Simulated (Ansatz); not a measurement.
**Property card for OsO$_{2}$**

OsO$_{2}$:
```yaml
crystal:
  lattice:
    - [4.41879, 0.00000, 0.00000]
    - [0.00000, 4.41879, 0.00000]
    - [0.00000, 0.00000, 3.16367]
  atoms:
    - { symbol: Os, position: [0.00000, 0.00000, 0.00000] }
    - { symbol: Os, position: [0.50000, 0.50000, 0.50000] }
    - { symbol: O, position: [0.30907, 0.30907, 0.00000] }
    - { symbol: O, position: [0.69093, 0.69093, 0.00000] }
    - { symbol: O, position: [0.19093, 0.80907, 0.50000] }
    - { symbol: O, position: [0.80907, 0.19093, 0.50000] }
```

Space group P4_2/mnm (No. 136), rutile; conventional cell a = 4.4188 Å, b = 4.4188 Å, c = 3.1637 Å, α = 90.00°, β = 90.00°, γ = 90.00°.

Method: LDA in the plane-wave PAW code Ansatz. Structure relaxed to zero pressure with the same functional. Other levels are named where they apply.

### Cell and energy

```
Item                                                           Value
-----------------------------------------------------  -------------
Volume per atom                                             10.30 Å³
Density                                                  11.95 g/cm³
Formation energy from the elements (no fitted shifts)  -1.08 eV/atom
```

### Electronic structure

```
Property                                                                    Result
------------------------------------  --------------------------------------------
Electronic character                                             metallic (no gap)
Density of states at the Fermi level  0.46 states/eV per atom (mean over ±0.08 eV)
```

### Mechanics

```
Property                                                                                                Result
--------------------------------------------  ----------------------------------------------------------------
Bulk modulus (Birch–Murnaghan fit)                                                                     322 GPa
Pressure derivative B′                                                                                     4.5
Elastic constants (relaxed ions, GPa)         C11 = 349, C12 = 319, C13 = 251, C33 = 730, C44 = 104, C66 = 279
Mechanical stability                                                    stable (all eigenvalues of C positive)
Hill bulk and shear moduli                                                                    331 and 95.4 GPa
Young's modulus                                                                                        261 GPa
Poisson's ratio                                                                                           0.37
Debye temperature from the elastic constants                                                             436 K
```

### Phonons

```
Property                                       Result
-----------------------------  ----------------------
Highest zone-centre frequency               752 cm^-1
Zone-centre stability          no imaginary mode at Γ
```

The first step of the workflow began from a Materials Project structure, measured or hypothetical; the Crystallography Open Database files this formula in space group No. 136, but the cells were not matched. Whether it is the stable phase at ambient conditions was not checked. The cell was relaxed with LDA under the symmetry of its start. The run is not spin-polarised. As this level gives no gap, shear constants depend on the k-mesh and smearing (Fermi–Dirac, 0.1 eV here). As this level gives no gap, phonon frequencies hold no LO–TO term and depend on the k-mesh and smearing (Fermi–Dirac, 0.1 eV here). On the denser mesh and wider smearing of the elastic run this cell carries a stress of 0.4 GPa. The references are the lowest solids computed at this level, not always the standard phases (solids in place of the gases). Scalar-relativistic: spin–orbit coupling is off unless named, which matters more the heavier the elements.

Potentials: the later of the program's two PAW sets.
